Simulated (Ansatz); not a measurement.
**H, first-principles data**

H:
```xyz
4
Lattice="1.8016 -2.7463 0.0000 1.8016 2.7463 0.0000 0.0000 0.0000 6.9824" Properties=species:S:1:pos:R:3 pbc="T T T"
H      1.8016    -0.3230     6.7832
H      1.8016     0.3230     0.1992
H      1.8016     0.3230     3.2920
H      1.8016    -0.3230     3.6904
```

Space group Cmcm (No. 63); conventional cell a = 3.6033 Å, b = 5.4926 Å, c = 6.9824 Å, α = 90.00°, β = 90.00°, γ = 90.00°.

Method: plane-wave PAW PBEsol (Ansatz code). The cell and atoms are relaxed at this level. Other levels are named where they apply.

**Cell and energy**

- Volume per atom: 17.27 Å³
- Density: 0.10 g/cm³

**Electronic structure**

- Band gap: 8.67 eV (indirect)
- Valence-band maximum: at Y (k = 0.500, 0.500, 0.000)
- Conduction-band minimum: at Γ
- Smallest direct gap on the standard path: 8.90 eV

The workflow started from a Materials Project entry (that database holds measured and hypothetical structures alike); the Crystallography Open Database copy checked does not list it. It is not the usual solid phase (space group No. 194). Symmetry was held in the PBEsol relaxation; its stability against distortions is not shown here. The substance is a gas or liquid at ambient conditions. A crystal of weakly bound units computed without a dispersion correction: the cell and the soft elastic constants depend strongly on that.

Potentials: the later of the program's two PAW sets.
